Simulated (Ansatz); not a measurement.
## Slab of bcc Ta (110), 5 layers

The slab is cut from the bcc crystal, the stable phase, as relaxed on PAW files (17.65 Å³/atom), with 16 Å of vacuum and a dipole correction:

```
Ta
1.0
     2.84116    0.00000    0.00000
    -0.94705    2.67867    0.00000
     0.00000    0.00000   25.27920
Ta
5
Direct
  0.00000 0.00000 0.31647
  0.50000 0.50000 0.40823
  0.00000 0.00000 0.50000
  0.50000 0.50000 0.59177
  0.00000 0.00000 0.68353
```

All numbers are PBEsol results (scalar-relativistic) from Ansatz 0.2.0, with a Γ-centred 15×15×1 k mesh, Fermi–Dirac smearing of 0.05 eV, no spin polarisation. Methods: LAPW: all electrons, basis error target 1 meV/atom; PAW: frozen-core files, cutoff 420 eV.

The bulk energy comes from a cell in the slab's orientation on a 15×15×9 mesh. The surface energy is (E(slab) − N·E(bulk))/2A at zero smearing, the mean of both faces; thin slabs carry quantum-size effects.

Spin–orbit coupling is left out, which matters for the heavy atoms. The PAW files were made under PBE.

Question: As cut, the LAPW slab lies 2.534 eV above 5 atoms of bulk. What surface energy is that?

Answer: Over two faces of 7.61 Å² it is 166.5 meV/Å², and times 16.02 J/m² per eV/Å² that gives γ = 2.667 J/m².

```json
{"method": "LAPW", "γ as cut (J/m²)": "2.667", "γ relaxed (J/m²)": "2.608", "Φ as cut (eV)": "4.91", "Φ relaxed (eV)": "4.83"}
{"method": "PAW", "γ as cut (J/m²)": "2.671", "γ relaxed (J/m²)": "2.611", "Φ as cut (eV)": "4.91", "Φ relaxed (eV)": "4.84"}
```

Question: How do the spacings between the planes relax?

Answer: From the bottom face up: d12 -4.3 % of 2.320 Å, d23 -0.2 % of 2.320 Å, d34 -0.2 % of 2.320 Å, d45 -4.3 % of 2.320 Å.

Question: What changes if the images along the normal are cut off in place of the dipole correction?

Answer: LAPW then gives: no gap, work function 4.83 eV; PAW: no gap, work function 4.84 eV.

Question: A 4f core hole is made on one atom of each kind in every 1×1 cell (PAW hole dataset, neutral cell, valence without spin). What does it cost by layer?

Answer: layer 1 22.98 eV, layer 2 22.65 eV, layer 3 22.62 eV. Shifts between layers mean more than the absolute values, and a whole layer of holes screens otherwise than one hole.
